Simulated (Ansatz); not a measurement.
# One atom moved over a plane in Ir

All numbers below come from DFT PBEsol, scalar-relativistic, plane waves, PAW (Ansatz). Settings: plane waves to 420 eV, k-mesh 18×18×12 (Γ-centred), Gaussian smearing 0.15 eV. Spin–orbit coupling is left out, which can shift energies with elements as heavy as these. No spin polarisation. Energies are free energies at this smearing, counted from the undisturbed cell; pressure is positive in compression.

The starting cell (as given, not relaxed at this level; it stands at -12.5 GPa; this form isn't the usual structure):

```
Ir
1.0
     2.75138    0.00000    0.00000
    -1.37569    2.38276    0.00000
     0.00000    0.00000    4.46229
Ir
2
Cartesian
  1.3757 0.7943 3.3467
  0.0000 1.5885 1.1156
```

Atom 1 (Ir) is moved by p along (1.000, 0.000, 0.000) and q along (0.000, 1.000, 0.000) (Å), all else fixed. Points are written (p, q). At -12 GPa the given cell is far from its own equilibrium, so these figures belong to a strongly strained crystal.

Energy above the undisturbed cell in eV/cell (a dash: not computed):

```csv
p \ q,-0.450,-0.225,0.000,0.225,0.450
-0.450,0.66,0.47,0.41,0.54,?
-0.225,?,?,0.12,0.23,0.49
0.000,0.45,0.12,0.00,0.11,0.40
0.225,?,?,0.12,0.23,0.49
0.450,0.66,0.47,0.41,0.54,?
```

(1) Fill in the withheld energies.

Results:

(1) (-0.450, 0.450): 0.78; (-0.225, -0.450): 0.50; (-0.225, -0.225): 0.21; (0.225, -0.450): 0.50; (0.225, -0.225): 0.21; (0.450, 0.450): 0.78.